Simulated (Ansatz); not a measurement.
Method: DFT PBE, scalar-relativistic, plane waves, PAW, and for the lanthanide a 4f-in-core norm-conserving potential (Ansatz 0.2.0). Cutoff 690 eV, Γ-centred 10×10×4 mesh (8-atom cell), Gaussian smearing of 0.10 eV, no spin polarisation.

Formation energies are uncorrected and refer to the elements' standard structures at the same level (F₂ as a molecule).

Task: Find a candidate orthorhombic metal made of F and Tm, with a formation energy near −1.15 eV/atom and about 26 Å³ per atom, in a cell of 4 atoms. Its symmetry should be Amm2 (No. 38).

Result: Tm₃F, space group Amm2 (No. 38). Tm on its first site has 12 Tm at 3.42–3.53 Å; around Tm on its second site lie 2 F at 2.28 Å, 8 Tm at 3.51–3.53 Å and 2 Tm at 4.06 Å; around Tm on its third site lie 1 F at 2.22 Å, 8 Tm at 3.42–3.53 Å and 2 Tm at 4.06 Å; around F lie 3 Tm at 2.22–2.28 Å.

```cif
data_structure
_symmetry_space_group_name_H-M 'Amm2'
_symmetry_Int_Tables_number 38
_cell_length_a 3.5340
_cell_length_b 3.5204
_cell_length_c 16.9205
_cell_angle_alpha 90.000
_cell_angle_beta 90.000
_cell_angle_gamma 90.000
_cell_volume 210.51
loop_
_atom_site_label
_atom_site_type_symbol
_atom_site_symmetry_multiplicity
_atom_site_Wyckoff_symbol
_atom_site_fract_x
_atom_site_fract_y
_atom_site_fract_z
_atom_site_occupancy
Tm1 Tm 2 b 0.50000 0.50000 0.25279 1
Tm2 Tm 2 a 0.00000 0.00000 0.39850 1
Tm3 Tm 2 a 0.00000 0.00000 0.11478 1
F1 F 2 a 0.00000 0.50000 0.48374 1
```

| Property | Result |
| --- | --- |
| Volume per atom | 26.31 Å³ |
| Density | 8.30 g/cm³ |
| Formation energy | −1.15 eV/atom |
| Gap on the 10×10×4 mesh of the 8-atom cell | 0 eV (a metal) |

The cell was found from a structure generator's guess, not taken from experiment. Other answers may fit too; this one was computed.

This cell was reached by moving the atoms of another relaxed cell at random and relaxing again, last within the group found; it had no such test of its own.

The lanthanide is trivalent by construction, without f bands, f moments or other valences. The reference runs of the other elements, and any phases without the lanthanide, used 420 eV, which shifts energies against them by under 10 meV/atom. The lanthanide's reference is the lowest of its hcp, dhcp and fcc cells.
